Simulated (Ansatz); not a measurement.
HfPt3:
```cif
data_Hf4Pt12
_chemical_formula_sum 'Hf4 Pt12'
_space_group_name_H-M_alt 'P 1'
_space_group_IT_number 1
_cell_length_a 5.66665
_cell_length_b 5.66665
_cell_length_c 9.25703
_cell_angle_alpha 90.000
_cell_angle_beta 90.000
_cell_angle_gamma 120.000
loop_
_space_group_symop_operation_xyz
  'x, y, z'
loop_
_atom_site_label
_atom_site_type_symbol
_atom_site_fract_x
_atom_site_fract_y
_atom_site_fract_z
_atom_site_occupancy
Hf1 Hf 0.00000 0.00000 0.00000 1
Hf2 Hf 0.00000 0.00000 0.50000 1
Hf3 Hf 0.33333 0.66667 0.25000 1
Hf4 Hf 0.66667 0.33333 0.75000 1
Pt1 Pt 0.50000 0.00000 0.00000 1
Pt2 Pt 0.50000 0.50000 0.50000 1
Pt3 Pt 0.00000 0.50000 0.00000 1
Pt4 Pt 0.50000 0.00000 0.50000 1
Pt5 Pt 0.50000 0.50000 0.00000 1
Pt6 Pt 0.00000 0.50000 0.50000 1
Pt7 Pt 0.83040 0.66079 0.25000 1
Pt8 Pt 0.16960 0.33921 0.75000 1
Pt9 Pt 0.16960 0.83040 0.75000 1
Pt10 Pt 0.83040 0.16960 0.25000 1
Pt11 Pt 0.33921 0.16960 0.25000 1
Pt12 Pt 0.66079 0.83040 0.75000 1
```

Relaxed with r²SCAN.

Q: Tabulate the valence density and the electron localisation function along the shortest Hf–Pt contact (2.83 Å), the program Ansatz at the r²SCAN level (PAW).

A: 

```csv
distance from Hf (Å),density (e/Å³),ELF
0.28,25.14,0.82
0.42,16.30,0.85
0.57,8.91,0.82
0.71,4.15,0.72
0.85,1.72,0.49
0.99,0.71,0.23
1.13,0.37,0.12
1.27,0.29,0.15
1.42,0.30,0.26
1.56,0.38,0.34
1.70,0.55,0.36
1.84,0.91,0.39
1.98,1.77,0.47
2.12,3.47,0.57
2.27,5.86,0.64
2.41,8.36,0.67
2.55,10.35,0.67
```

The density is the valence pseudo-density with augmentation charge, so density and ELF within about 1 Å of a nucleus are not all-electron values.

Space group P6_3/mmc. The workflow started from a Materials Project entry (that database holds measured and hypothetical structures alike); the Crystallography Open Database files this formula in space group No. 194, but the cells were not matched. Its standing as an ambient phase is unchecked. Symmetry was held in the r²SCAN relaxation; its stability against distortions is not shown here. No spin polarisation was allowed. Spin–orbit coupling is left out wherever it is not named.

Potentials: the later of the program's two PAW sets.
